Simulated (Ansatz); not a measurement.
LaZn:
```
LaZn
1.0
    3.75321     0.00000     0.00000
    0.00000     3.75321     0.00000
    0.00000     0.00000     3.75321
La Zn
1 1
Direct
  0.00000   0.00000   0.00000
  0.50000   0.50000   0.50000
```

Relaxed with r²SCAN. Special points in fractions of this cell's reciprocal vectors: Γ (0.000, 0.000, 0.000); X (0.000, 0.500, 0.000); M (0.500, 0.500, 0.000); R (0.500, 0.500, 0.500).

Question: List the band energies nearest the Fermi level at these points for plane-wave PAW r²SCAN (Ansatz code).

Answer: In eV from the Fermi level; about four levels below and three above (degenerate sets whole), none deeper than 8.9 eV; points with the same levels are listed once.

| k | below | above |
|---|---|---|
| Γ | -7.18 -7.18 -7.18 -6.38 -0.36 -0.36 | 1.95 1.95 1.95 |
| X | -7.16 -7.15 -3.58 -2.65 | 0.21 1.20 1.20 |
| M | -7.25 -7.25 -7.07 -4.47 | 0.40 0.40 0.49 |
| R | -2.30 -2.30 -2.30 -1.65 | 2.18 2.18 2.18 |

Space group Pm-3m (CsCl type). The workflow started from a Materials Project entry (that database holds measured and hypothetical structures alike); the Crystallography Open Database files this formula in space group No. 221, but the cells were not matched. Whether it is the stable phase at ambient conditions was not checked. The cell was relaxed with r²SCAN under the symmetry of its start; whether a distortion lowers the energy is not shown. Scalar-relativistic: spin–orbit coupling is off unless named, which matters more the heavier the elements.

Potentials: the later of the program's two PAW sets.
